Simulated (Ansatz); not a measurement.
A geometry of TiC away from equilibrium: step 7 of the relaxation of a relaxed TiC cell displaced along its unstable phonon at q = (0, 0, ½) of its primitive reciprocal cell (220i cm⁻¹), largest move 0.15 Å. Level of theory: PBE (plane waves to 420 eV, PAW, scalar-relativistic; Ansatz, a quantum-chemistry and plane-wave program). Γ-centred k-mesh 7×7×6 on the run's cell (coarser than for final values), Fermi–Dirac smearing 0.05 eV. The plane waves were selected for a different cell earlier on the path.

```xyz
12
Lattice="5.4369 0.0000 0.0000 -2.7185 4.7085 0.0000 0.0000 0.0000 5.8871" Properties=species:S:1:pos:R:3 pbc="T T T"
Ti     0.0000     4.7085    -0.0251
Ti     0.0000     4.7085     2.9686
Ti     1.3592     2.3543    -0.0251
Ti     1.3592     2.3543     2.9686
Ti     4.0777     2.3543    -0.0251
Ti     4.0777     2.3543     2.9686
C      0.0000     0.0000    -0.7652
C      0.0000     0.0000     3.7087
C      0.0000     3.1390     1.4718
C      0.0000     3.1390     4.4153
C      2.7185     1.5695     1.4718
C      2.7185     1.5695     4.4153
```

**Question.** What forces act on the atoms (eV/Å)?

**Answer.** 
```csv
atom,Fx,Fy,Fz
Ti1,0.00,0.00,-0.01
Ti2,0.00,0.00,0.01
Ti3,0.00,0.00,-0.01
Ti4,0.00,0.00,0.01
Ti5,0.00,0.00,-0.01
Ti6,0.00,0.00,0.01
C7,0.00,0.00,-1.19
C8,0.00,0.00,1.19
C9,0.00,0.00,0.00
C10,0.00,0.00,0.00
C11,0.00,0.00,0.00
C12,0.00,0.00,0.00
```

The path ends in P6/mmm (No. 191). No spin polarisation in the result.

The run could not lose the symmetry of its start: the end is stationary, and may be a saddle point rather than a minimum.

The end of the path is a generated cell of TiC: the first start was made by placing the elements on the sites of a structure type, and the end was not matched to a known phase here, so it may be hypothetical. Known forms of TiC include space group No. 225.
